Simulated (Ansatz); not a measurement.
As:
```
As
1.0
    2.68891     0.00000     0.00000
    0.00000     2.68891     0.00000
    0.00000     0.00000     2.68891
As
1
Direct
  0.50000   0.50000   0.50000
```

Relaxed with PBEsol. Special points in fractions of this cell's reciprocal vectors: Γ (0.000, 0.000, 0.000); X (0.000, 0.500, 0.000); M (0.500, 0.500, 0.000); R (0.500, 0.500, 0.500).

### Question
List the band energies nearest the Fermi level at these points for PBEsol (plane waves, PAW; program Ansatz).

### Answer
In eV from the Fermi level; about four levels below and three above (degenerate sets whole), none deeper than 8.9 eV; … stands for higher levels left out; points with the same levels are listed once.

```json
[
 {"k": "Γ", "below": "–", "above": "4.15 4.15 4.15"},
 {"k": "X", "below": "-7.14", "above": "6.51 6.51 11.42"},
 {"k": "M", "below": "-8.60 -4.40 -4.40", "above": "2.30 8.73 …"},
 {"k": "R", "below": "-4.88 -1.90 -1.90 -1.90", "above": "…"}
]
```

Space group Pm-3m. The workflow started from a Materials Project entry (that database holds measured and hypothetical structures alike); the Crystallography Open Database copy checked does not list it. It is not the phase usual at ambient conditions (space group No. 166). Symmetry was held in the PBEsol relaxation; whether a distortion lowers the energy is not shown. Scalar-relativistic: spin–orbit coupling is off unless named, which matters more the heavier the elements.

Potentials: the later of the program's two PAW sets.
